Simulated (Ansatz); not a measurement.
Clean, relaxed (001) surface of WS$_{2}$, space group P6_3/mmc (No. 194) (top face towards +c; atoms held fixed, by place in the list: 1, 2, 3, 4):

```
CELL_PARAMETERS angstrom
3.15421 0.00000 0.00000
-1.57710 2.73162 0.00000
0.00000 0.00000 32.28930
ATOMIC_POSITIONS crystal
S 0.66667 0.33333 0.26325
W 0.33333 0.66667 0.31201
S 0.66667 0.33333 0.36078
S 0.33333 0.66667 0.45123
W 0.66667 0.33333 0.50000
S 0.33333 0.66667 0.54876
S 0.66667 0.33333 0.63971
W 0.33333 0.66667 0.68852
S 0.66667 0.33333 0.73741
```

These are results of DFT PBE+D3(BJ), scalar-relativistic, plane waves, PAW in Ansatz 0.2.0, not measurements. Cutoff 420 eV; k points 9×9×1 on the computed 9-atom cell (Γ-centred); Gaussian smearing, width 0.05 eV; no spin polarisation. A dipole correction removes the field between periodic images along c.

With the adsorbate the run is spin-polarised, so any moments that the slab's own atoms take up count into E_ads.

C (atom) is adsorbed on the top face, one adsorbate per 8.6 Å², and relaxed from 2 starting sites (fractions of a and b). The adsorption energy is E(slab + adsorbate) − E(slab) − E(free adsorbate, spin-polarised where open-shell). Heights count from the highest slab atom after relaxation. Δp counts per cell along +c. Bonded neighbours lie within 1.25 times the sum of covalent radii (1.35 for H) and, on that scale, within 12 % of the closest. With the adsorbate the cell is lengthened along c to keep the vacuum.

```csv
start,ends at,E_ads (eV),height (Å),shortest contact,Δp (e·Å)
"top (S) at (0.67, 0.33)","(0.67, 0.33), 1 bonded neighbour (S)",-2.16,1.71,C–S 1.72 Å,-0.123
"hollow (S-S-S) at (0.00, 0.00)","(0.00, 0.00), 3 bonded neighbours (W), largest slab move 1.3 Å",-1.93,-1.19,C–S 2.18 Å,-0.013
```

Among the sites tried, the lowest end comes from the top (S) at (0.67, 0.33) start; other sites may lie lower.

Each end is the local minimum or symmetric point that its start leads to. Where slab atoms move by over 1 Å the face has restacked or been rebuilt, which that row's energy includes.